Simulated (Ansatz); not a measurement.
## ZnPt3 under pressure

Theory: DFT LDA, scalar-relativistic, plane waves, PAW (Ansatz). Settings: 420 eV plane-wave cutoff, Γ-centred 12×12×12 mesh, Fermi-Dirac smearing of 0.15 eV. No spin polarisation. Phonons by linear response, acoustic sum rule imposed.

Relaxed structure:
```
Zn Pt
1.0
     3.84915    0.00000    0.00000
     0.00000    3.84915    0.00000
     0.00000    0.00000    3.84915
Zn Pt
1 3
Direct
  0.00000 0.00000 0.00000
  0.00000 0.50000 0.50000
  0.50000 0.00000 0.50000
  0.50000 0.50000 0.00000
```

In a metal, frequencies and elastic constants depend on the k mesh and the smearing, soft modes and shear constants most. Spin–orbit coupling is left out, which matters for heavy elements.

Q: The cell is relaxed again at 5 and 15 GPa. How do volume, gap and optical modes at Γ (cm⁻¹, counted from the lowest optical one; a degenerate one stands once) change?

A:
```tsv
	0 GPa	5 GPa	15 GPa
V/V0	1.000	0.982	0.951
gap (eV)	0.00	0.00	0.00
mode 1	112	117	127
mode 4	138	146	159
mode 7	202	212	229
```